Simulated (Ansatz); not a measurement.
Relaxation of a generated trial cell of Se in the hcp structure type; 2 atoms in the cell, which starts as P6₃/mmc (No. 194), hP2; a = b = 3.0729 Å, c = 4.9892 Å, α = β = 90.00°, γ = 120.00°. Calculation: r2SCAN (plane waves to 500 eV, PAW, scalar-relativistic; Ansatz, a program for electronic structure). Γ-centred k-mesh 9×9×5 on the run's cell (coarser than for final values), Fermi–Dirac smearing 0.05 eV. This is the first round of the run. 

The optimiser's lines from the output (shortened; P is positive under compression):

```
relax step   1: F+E_penalty+E_count = -10954.51599676 eV  Δ(F+E_penalty+E_count) = +0.000e0 eV  max|allowed force component| = 2.602e-18 eV/Å  Δτ_max = 0.0000 Å  P = +0.022 GPa  Ω = 40.800 Å³  (7 SCF iters, dr2 threshold 1.00e-7 eV, accepted)
relax step   2: F+E_penalty+E_count = -10954.64893125 eV  Δ(F+E_penalty+E_count) = -1.329e-1 eV  max|allowed force component| = 8.674e-18 eV/Å  Δτ_max = 0.0000 Å  P = +0.007 GPa  Ω = 40.767 Å³  (5 SCF iters, dr2 threshold 2.00e-7 eV, accepted)
relax step   3: F+E_penalty+E_count = -10954.80320283 eV  Δ(F+E_penalty+E_count) = -1.543e-1 eV  max|allowed force component| = 8.384e-18 eV/Å  Δτ_max = 0.0000 Å  P = +0.953 GPa  Ω = 40.446 Å³  (5 SCF iters, dr2 threshold 2.00e-7 eV, accepted)
relax step   4: F+E_penalty+E_count = -10955.03613751 eV  Δ(F+E_penalty+E_count) = -2.329e-1 eV  max|allowed force component| = 1.561e-17 eV/Å  Δτ_max = 0.0000 Å  P = +2.552 GPa  Ω = 40.190 Å³  (5 SCF iters, dr2 threshold 2.00e-7 eV, accepted)
relax step   5: F+E_penalty+E_count = -10955.23989116 eV  Δ(F+E_penalty+E_count) = -2.038e-1 eV  max|allowed force component| = 1.503e-17 eV/Å  Δτ_max = 0.0000 Å  P = +4.187 GPa  Ω = 40.181 Å³  (5 SCF iters, dr2 threshold 2.00e-7 eV, accepted)
relax step   6: F+E_penalty+E_count = -10955.33871379 eV  Δ(F+E_penalty+E_count) = -9.882e-2 eV  max|allowed force component| = 1.388e-17 eV/Å  Δτ_max = 0.0000 Å  P = +1.193 GPa  Ω = 42.538 Å³  (5 SCF iters, dr2 threshold 2.00e-7 eV, accepted)
relax step   7: F+E_penalty+E_count = -10955.35332329 eV  Δ(F+E_penalty+E_count) = -1.461e-2 eV  max|allowed force component| = 7.517e-18 eV/Å  Δτ_max = 0.0000 Å  P = +0.568 GPa  Ω = 43.458 Å³  (6 SCF iters, dr2 threshold 2.00e-7 eV, accepted)
relax step   8: F+E_penalty+E_count = -10955.33841732 eV  Δ(F+E_penalty+E_count) = +1.491e-2 eV  max|allowed force component| = 1.099e-17 eV/Å  Δτ_max = 0.0000 Å  P = -0.191 GPa  Ω = 45.266 Å³  (6 SCF iters, dr2 threshold 2.00e-7 eV, rejected (line search))
relax step   9: F+E_penalty+E_count = -10955.36008498 eV  Δ(F+E_penalty+E_count) = -6.762e-3 eV  max|allowed force component| = 8.095e-18 eV/Å  Δτ_max = 0.0000 Å  P = -0.010 GPa  Ω = 44.259 Å³  (8 SCF iters, accepted)
relax step  10: F+E_penalty+E_count = -10955.36016501 eV  Δ(F+E_penalty+E_count) = -8.003e-5 eV  max|allowed force component| = 6.939e-18 eV/Å  Δτ_max = 0.0000 Å  P = +0.017 GPa  Ω = 44.311 Å³  (3 SCF iters, dr2 threshold 1.03e-7 eV, accepted)
relax step  11: F+E_penalty+E_count = -10955.36017138 eV  Δ(F+E_penalty+E_count) = -6.368e-6 eV  max|allowed force component| = 7.228e-18 eV/Å  Δτ_max = 0.0000 Å  P = -0.007 GPa  Ω = 44.312 Å³  (3 SCF iters, dr2 threshold 1.31e-8 eV, accepted)
relax step  12: F+E_penalty+E_count = -10955.36173112 eV  Δ(F+E_penalty+E_count) = -1.560e-3 eV  max|allowed force component| = 4.915e-18 eV/Å  Δτ_max = 0.0000 Å  P = +0.034 GPa  Ω = 44.312 Å³  stress off target by 5.71e-2 GPa  SCF on the basis re-selected at this cell (its energy is not comparable with the rows above)  (8 SCF iters)
relax step  13: F+E_penalty+E_count = -10955.36174013 eV  Δ(F+E_penalty+E_count) = -9.009e-6 eV  max|allowed force component| = 5.782e-18 eV/Å  Δτ_max = 0.0000 Å  P = +0.003 GPa  Ω = 44.348 Å³  (3 SCF iters, dr2 threshold 8.16e-9 eV, accepted)
relax step  14: F+E_penalty+E_count = -10955.36174238 eV  Δ(F+E_penalty+E_count) = -2.250e-6 eV  max|allowed force component| = 7.806e-18 eV/Å  Δτ_max = 0.0000 Å  P = +0.003 GPa  Ω = 44.348 Å³  stress off target by 3.75e-3 GPa  SCF on the basis re-selected at this cell (its energy is not comparable with the rows above)  (4 SCF iters)
```

From the first to the last row the energy changes by -0.42 eV/atom and the volume by +8.7 %. The last row is marked as not comparable with the walk above it, whose basis was carried along; it does compare with step 1, since both stand on a basis selected at the nominal cutoff for their own cell.

Step 8 was rejected by the optimiser.

Later rounds, restarted from the end of this one on a renewed k-mesh, logged 10 more steps and released under 0.01 eV/atom more. The final structure after all rounds: P6₃/mmc (No. 194), hP2; a = b = 3.6628 Å, c = 3.7994 Å, α = β = 90.00°, γ = 120.00°. Between re-selections the logged energies stand on a plane-wave basis carried along with the cell. No spin polarisation in the result.

The run could not lower the symmetry of its start; a shaken copy of this end point relaxes with r2SCAN to P-1 (No. 2), 0.27 eV/atom lower.

The relaxed structure here is a generated cell of Se: the first start was made by placing the elements on the sites of a structure type, and the end was not matched to a known phase here, so it may be hypothetical. Known forms of Se include space group No. 152.
